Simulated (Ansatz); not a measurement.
Data:

BC5:
```yaml
crystal:
  lattice:
    - [2.53759, 0.00000, 0.00000]
    - [-1.26880, 2.19762, 0.00000]
    - [0.00000, 0.00000, 6.36359]
  atoms:
    - { symbol: B, position: [0.00000, 0.00000, 0.00360] }
    - { symbol: C, position: [0.33333, 0.66667, 0.11119] }
    - { symbol: C, position: [0.33333, 0.66667, 0.34639] }
    - { symbol: C, position: [0.66667, 0.33333, 0.42881] }
    - { symbol: C, position: [0.66667, 0.33333, 0.67191] }
    - { symbol: C, position: [0.00000, 0.00000, 0.75038] }
```

This is the PBEsol-relaxed structure.

Problem. All from the program Ansatz at the PBEsol level (PAW), unless another level is named. Predict the highest zone-centre frequency.

Solution. 1200 cm^-1.

Problem. Predict the bulk modulus (Birch–Murnaghan fit).

Solution. 389 GPa.

Space group P3m1. The start of the workflow was typed in or built on a structure type; the Crystallography Open Database copy checked does not list it. Its standing as an ambient phase is unchecked. Symmetry was held in the PBEsol relaxation; whether a distortion lowers the energy is not shown. Its formation energy is positive at this level, so the cell may be metastable or incomplete. As this level gives no gap, phonon frequencies hold no LO–TO term and depend on the k-mesh and smearing (Fermi–Dirac, 0.1 eV here).

Potentials: the later of the program's two PAW sets.
